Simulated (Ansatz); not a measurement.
A plane-wave DFT run in Ansatz 0.2.0 (scalar-relativistic PAW potentials unless the input names others): input and command.

```yaml
crystal:
  lattice:
    - [0.0, 2.8016907855, 2.8016907855]
    - [2.8016907855, 0.0, 2.8016907855]
    - [2.8016907855, 2.8016907855, 0.0]
  atoms:
    - { symbol: Ga, position: [0.0, 0.0, 0.0], spin: 1.0 }
    - { symbol: As, position: [0.75, 0.75, 0.75], spin: 2.0 }
basis:
  ecutwfc: 420
kpoints:
  mp_grid: { grid: [12, 12, 12] }
hamiltonian:
  xc: lda
scf:
  occupations: { method: gaussian, width: 0.1 }
output:
  forces: true
  eigenvalues: true
  stress: true
magnetization:
  spin_polarized: true
```

```bash
ansatz run input.yaml --threads 8 --pin off --max-ram 20480MiB --backend cpu --events-out ev --progress --plain --runs-dir out
```

Abridged log:
```
Pseudopotentials: kind: paw
Pseudopotential: Ga, paw, valence charge 13, recommended cutoff 420 eV (normal)
Pseudopotential: As, paw, valence charge 15, recommended cutoff 420 eV (normal)
Functional definition: SPW92
Crystal: 2 atoms, lattice volume = 43.984 Å³
Basis set: ecut = 420 eV, 869 PW (Γ)
Bands: 20, of which v1, the nominal top of the filled ones, is band 14 counted from 1 (13 counted from 0)
Symmetry: 24 space group operations
Space group: F-43m (ITA 216), of the structure as read, at distance tolerance 3.5e-5 Å
Magnetic group: BNS 216.74 (UNI 1576), of the structure as read, at distance tolerance 3.5e-5 Å
k-points: 72 of 1728 (time reversal used)
Initial density: superposition of atomic densities (chi_scale 0.1, normalization cell)
Starting moments: Σ|m| = 3 μB on 2 of 2 sites
Initial wavefunctions: pseudopotential atomic-orbital guess
Functional: x = slater, c = lda
SCF iter   1: F=—  HF=-8480.628423 eV  |F-HF|=—  |Δ(HF+E_count)|=         —  Δρ=1.33e-1 (↑1.33e-1 ↓1.33e-1) dr2=6.75e-1  dr2_m=7.03e0  M=0.001 μB ∫|m|=0.107 μB  β_m=0.30  ethr=2.39e-3  ⟨swp⟩=1.0  Hψ=17600  notcnv=0
SCF iter   2: F=—  HF=-8480.909197 eV  |F-HF|=—  |Δ(HF+E_count)|=   2.81e-1  Δρ=9.43e-2 (↑9.28e-2 ↓9.43e-2) dr2=1.88e-1  dr2_m=3.48e0  M=0.000 μB ∫|m|=0.077 μB  β_m=0.30  ethr=2.39e-3  ⟨swp⟩=2.2  Hψ=3852  notcnv=0
spin=Collinear: Kerker preconditioning applied to the charge; magnetization (m = ρ↑ − ρ↓) channel mixes plain (no charge-response kernel on spin).
SCF iter   3: F=—  HF=-8481.089527 eV  |F-HF|=—  |Δ(HF+E_count)|=   1.80e-1  Δρ=6.60e-2 (↑6.50e-2 ↓6.60e-2) dr2=3.77e-2  dr2_m=1.72e0  M=0.000 μB ∫|m|=0.057 μB  β_m=0.30  ethr=6.72e-4  ⟨swp⟩=2.2  Hψ=4185  notcnv=0  defer=13
SCF iter   4: F=—  HF=-8481.192687 eV  |F-HF|=—  |Δ(HF+E_count)|=   1.03e-1  Δρ=4.60e-2 (↑4.60e-2 ↓4.58e-2) dr2=3.58e-3  dr2_m=8.48e-1  M=0.000 μB ∫|m|=0.043 μB  β_m=0.30  ethr=1.35e-4  ⟨swp⟩=2.0  Hψ=5352  notcnv=0  defer=33
SCF iter   5: F=—  HF=-8481.244411 eV  |F-HF|=—  |Δ(HF+E_count)|=   5.17e-2  Δρ=3.23e-2 (↑3.23e-2 ↓3.22e-2) dr2=7.49e-4  dr2_m=4.20e-1  M=0.000 μB ∫|m|=0.032 μB  β_m=0.30  ethr=1.28e-5  ⟨swp⟩=2.1  Hψ=3914  notcnv=0  defer=33
SCF iter   6: F=—  HF=-8481.270831 eV  |F-HF|=—  |Δ(HF+E_count)|=   2.64e-2  Δρ=2.27e-2 (↑2.27e-2 ↓2.27e-2) dr2=4.14e-4  dr2_m=2.08e-1  M=0.000 μB ∫|m|=0.024 μB  β_m=0.30  ethr=2.67e-6  ⟨swp⟩=2.0  Hψ=4373  notcnv=0  defer=33
Mixer restart at iter 6: flushing history
spin-set hold released at iteration 6 (site moments contracting): the magnetisation degrees of freedom join the quasi-Newton model from the next iteration; the mixer history was flushed
SCF iter   7: F=—  HF=-8481.284209 eV  |F-HF|=—  |Δ(HF+E_count)|=   1.34e-2  Δρ=1.60e-2 (↑1.60e-2 ↓1.59e-2) dr2=2.84e-4  dr2_m=1.03e-1  M=0.000 μB ∫|m|=0.018 μB  β_m=0.65  ethr=1.48e-6  ⟨swp⟩=2.0  Hψ=4854  notcnv=0  defer=33
SCF iter   8: F=—  HF=-8481.297552 eV  |F-HF|=—  |Δ(HF+E_count)|=   1.33e-2  Δρ=2.10e-4 (↑2.10e-4 ↓1.76e-4) dr2=3.96e-5  dr2_m=9.03e-6  M= 0.000 μB ∫|m|=0.002 μB  β_m=0.82  ethr=1.02e-6  ⟨swp⟩=2.0  Hψ=4852  notcnv=0  defer=33
SCF iter   9: F=—  HF=-8481.297562 eV  |F-HF|=—  |Δ(HF+E_count)|=   1.05e-5  Δρ=8.33e-5 (↑8.33e-5 ↓7.56e-5) dr2=1.52e-5  dr2_m=7.81e-7  M= 0.000 μB ∫|m|=0.001 μB  β_m=0.91  ethr=1.41e-7  ⟨swp⟩=2.5  Hψ=4674  notcnv=0  defer=33
SCF iter  10: F=—  HF=-8481.297566 eV  |F-HF|=—  |Δ(HF+E_count)|=   3.79e-6  Δρ=4.55e-5 (↑4.55e-5 ↓4.32e-5) dr2=4.35e-6  dr2_m=7.80e-9  M=0.000 μB ∫|m|=0.000 μB  β_m=0.77  ethr=5.41e-8  ⟨swp⟩=2.0  Hψ=4842  notcnv=0  defer=33
SCF iter  11: F=—  HF=-8481.297563 eV  |F-HF|=—  |Δ(HF+E_count)|=   2.72e-6  Δρ=2.11e-5 (↑2.05e-5 ↓2.11e-5) dr2=1.36e-6  dr2_m=9.29e-9  M=0.000 μB ∫|m|=0.000 μB  β_m=0.88  ethr=1.55e-8  ⟨swp⟩=2.0  Hψ=4850  notcnv=0  defer=33
SCF iter  12: F=—  HF=-8481.297563 eV  |F-HF|=—  |Δ(HF+E_count)|=   1.24e-7  Δρ=9.95e-6 (↑8.26e-6 ↓9.95e-6) dr2=9.20e-8  dr2_m=1.63e-9  M= 0.000 μB ∫|m|=0.000 μB  β_m=0.70  ethr=3.57e-10  ⟨swp⟩=3.9  Hψ=11595  notcnv=0
SCF iter  13: F=—  HF=-8481.297563 eV  |F-HF|=—  |Δ(HF+E_count)|=   1.77e-7  Δρ=2.56e-6 (↑2.56e-6 ↓1.93e-6) dr2=3.04e-9  dr2_m=1.53e-9  M= 0.000 μB ∫|m|=0.000 μB  β_m=0.85  ethr=3.29e-10  ⟨swp⟩=4.6  Hψ=10504  notcnv=0
SCF iter  14: F=-8481.297563 eV  HF=-8481.297563 eV  |F-HF|=9.09e-11  |Δ(HF+E_count)|=   1.75e-9  Δρ=3.71e-7 (↑3.28e-7 ↓3.71e-7) dr2=1.96e-10  dr2_m=2.05e-11  M= 0.000 μB ∫|m|=0.000 μB  ethr=1.09e-11  ⟨swp⟩=3.0  Hψ=7113  notcnv=0
SCF 1 converged in 14 iterations: F = -8481.297563 eV  dr2 = 1.96e-10
WARN: the starting moments were not kept: the SCF closed with an absolute magnetisation of 3.1e-6 μB, where they sum to 3 μB in size (2 sites). That is at most 0.1 of that sum. Measured as dr2_m measures the in/out step, that magnetisation stands 1.3e-12 eV from none, at or under the dr2_threshold of 1.0e-7 eV: it is no larger than a step whose dr2_m would equal this threshold. The system may hold no moment; this SCF shows only that its start led to no more than that. To try another start: raise the starting moments (crystal.atoms[].spin, magnetization.per_species, magnetization.initial_magnet ...
SCF converged after 14 iterations
Magnetization:  0.0000 μB (14.0000 up, 14.0000 down)
Absolute magnetization: 0.0000 μB (∫|ρ↑−ρ↓|, with the PAW one-centre terms)
Spin contamination: 0.0000 ħ² per cell (⟨S²⟩ above its minimum at these occupations)
Per-site moments (μB) at R_I (Å): [(6.10260349e-7, 1.00086334), (-1.01375602e-6, 1.00086334)]
Free energy (F): -8481.297563 eV
Harris-Foulkes:  -8481.297563 eV  (|F-HF|=9.09e-11)
Internal energy: -8481.297563 eV  (E = F + TS)
E sigma→0 (E₀):  -8481.297563 eV
Entropy (-TS):    0.000000 eV ( 0.000 meV/atom)
Fermi energy:    8.491613 eV
--- Forces (eV/Å), atoms counted from 1 ---
  atom   1  Ga     0.00000000     0.00000000     0.00000000
  atom   2  As     0.00000000     0.00000000     0.00000000
--- Stress (GPa, compression-positive) ---
       -0.005665       0.000000       0.000000
        0.000000      -0.005665       0.000000
        0.000000       0.000000      -0.005665
  P = ⅓ Tr σ = -0.0057 GPa (-0.057 kbar)
```

Apart from outputs, empty bands and the relaxation, which only the reference makes, the input differs from a reference run on usual settings in magnetization: not typed → {"spin_polarized": true} (random starting moments). The reference, at the same geometry, ended its own course with pressure -0.01 GPa, largest force 0.000 eV/Å, gap on the mesh 0.49 eV. This run converged in 14 SCF iterations with an energy at zero smearing within 0.01 meV/atom of the reference's, pressure -0.01 GPa, largest force 0.000 eV/Å, gap on the mesh 0.49 eV.

It took 5.7 s on 8 threads of Intel(R) Xeon(R) Processor @ 2.50GHz (Skylake/Cascade Lake), on a shared host, peak memory 0.5 GiB.